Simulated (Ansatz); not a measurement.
This run works on a generated trial structure, not on a known crystal.

Input and command of a plane-wave DFT calculation in Ansatz:

```yaml
crystal:
  lattice:
    - [3.5423686862, -2.887e-07, 0.0]
    - [-1.7711840931, 3.0677814161, 0.0]
    - [0.0, 0.0, 30.664123]
  atoms:
    - { symbol: Ta, position: [0.0, 0.0, 0.285526] }
    - { symbol: Te, position: [0.6666666667, 0.3333333333, 0.348609] }
    - { symbol: S, position: [0.3333333333, 0.6666666667, 0.239915] }
  periodic: [true, true, false]
basis:
  ecutwfc: 420
kpoints:
  mp_grid: { grid: [18, 18, 1] }
hamiltonian:
  xc: pbe
scf:
  occupations: { method: fermi_dirac, width: 0.15 }
output:
  forces: true
  stress: true
  eigenvalues: true
  write_density: true
  write_potential: true
  elf: true
  volumetric_format: npy
relax:
  adjacent_minimum: "off"
  f_tol: 0.001
  max_steps: 60
  cell: { stress_2d_tol: 0.005 }
```

```bash
ansatz run input.yaml --threads 1 --pin off --max-ram 3072MiB --backend cpu --events-out ev --progress --plain --runs-dir out
```

Processor: Arm Neoverse V1, 1 thread, on a host shared with other jobs.

How long does it run, and how much memory does it take?

About 3.5 min, peak memory 0.63 GiB. It solves 23 bands at 37 k points (after reduction by symmetry) with about 6433 plane waves (on the last cell), in 37 SCF iterations over 6 ionic steps.
